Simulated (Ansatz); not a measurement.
# Surface calculation: bcc Li (111), 6 layers

The slab is cut from the bcc crystal, the stable phase, as relaxed on PAW files (20.19 Å³/atom), with 20 Å of vacuum and a dipole correction:

```xyz
6
Lattice="4.8519 0.0000 0.0000 -2.4259 4.2019 0.0000 0.0000 0.0000 24.9519" Properties=species:S:1:pos:R:3 pbc="T T T"
Li    0.0000    1.4006   10.0000
Li    0.0000    4.2019   10.9904
Li    2.4259    2.8012   11.9808
Li    0.0000    1.4006   12.9711
Li    0.0000    4.2019   13.9615
Li    2.4259    2.8012   14.9519
```

All numbers are PBE results (scalar-relativistic) from Ansatz 0.2.0, with a Γ-centred 9×9×1 k mesh, Fermi–Dirac smearing of 0.08 eV, no spin polarisation. Methods: LAPW: all electrons, basis error target 1 meV/atom; PAW: frozen-core files, cutoff 420 eV.

The bulk energy comes from a cell in the slab's orientation on a 9×9×12 mesh. The surface energy is (E(slab) − N·E(bulk))/2A at zero smearing, the mean of both faces; thin slabs carry quantum-size effects.

Task: As cut, the LAPW slab lies 1.417 eV above 6 atoms of bulk. What surface energy is that?

Result: Over two faces of 20.39 Å² it is 34.8 meV/Å², and times 16.02 J/m² per eV/Å² that gives γ = 0.557 J/m².

Task: What do relaxation and the other method give, and what work function comes out?

Result: 

```
method  γ as cut (J/m²)  γ relaxed (J/m²)  Φ as cut (eV)  Φ relaxed (eV)
  LAPW            0.557             0.549           2.98            2.97
   PAW            0.557             0.549           2.98            2.97
```

Task: How do the spacings between the planes relax?

Result: From the bottom face up: d12 +6.7 % of 0.990 Å, d23 -13.8 % of 0.990 Å, d34 +7.6 % of 0.990 Å, d45 -13.8 % of 0.990 Å, d56 +6.7 % of 0.990 Å.

Task: What changes if the images along the normal are cut off in place of the dipole correction?

Result: LAPW then gives: no gap, work function 2.97 eV; PAW: no gap, work function 2.97 eV.

Task: In the relaxed 1×1 cell, replace the outer, then the middle Li by Be, which changes a whole layer. What shift does this Z+1 picture give?

Result: E(outer) − E(middle) = +0.90 eV by LAPW and +0.90 eV by PAW; a positive value puts the surface line at higher binding energy.
